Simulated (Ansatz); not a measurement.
CoLi₅Nb₅O₁₈Ti in space group P3 (No. 143; Pearson symbol hP30), PBE (plane waves, PAW; program Ansatz). The conduction-band minimum lies on the K–H2 line, 21 % of the way from K, with 2 equivalent valleys. Second derivatives d²E/dk² of the lowest band at one valley (eV·Å²), along Cartesian directions:

```tsv
direction	d²E/dk²
[100]	1.452
[010]	1.452
[001]	0.2635
[110]	1.452
[101]	0.8582
[011]	0.8580
```

Problem. Find the principal effective masses, the density-of-states mass and the conductivity mass.

Solution. Off-diagonal terms follow from H_xy = H[110] − (H_xx + H_yy)/2, and m*/mₑ = 7.620 eV·Å² over each eigenvalue: 5.2, 5.2, 29. One valley's DOS mass (m₁m₂m₃)^(1/3) = 9.3, conductivity mass 3/(Σ 1/mᵢ) = 7.2 mₑ.

Problem. What effective density of states Nc follows at 300 K for parabolic valleys?

Solution. Nc = 2.509e19 × 2 × (9.3)^(3/2) / 2 (one spin channel) ≈ 7.1e20 cm⁻³.

The start of the workflow was typed in or built on a structure type; neither database checked (COD, Materials Project) lists it. Whether it is the stable phase at ambient conditions was not checked. Symmetry was held in the PBE relaxation; whether a distortion lowers the energy is not shown. The final state is ferromagnetic, the only order run, not a proven ground state. No Hubbard U is applied. Scalar-relativistic: spin–orbit coupling is off unless named, which matters more the heavier the elements.

Potentials: the later of the program's two PAW sets.

Edges and masses are those of Kohn–Sham bands, whose gap is no quasiparticle gap.
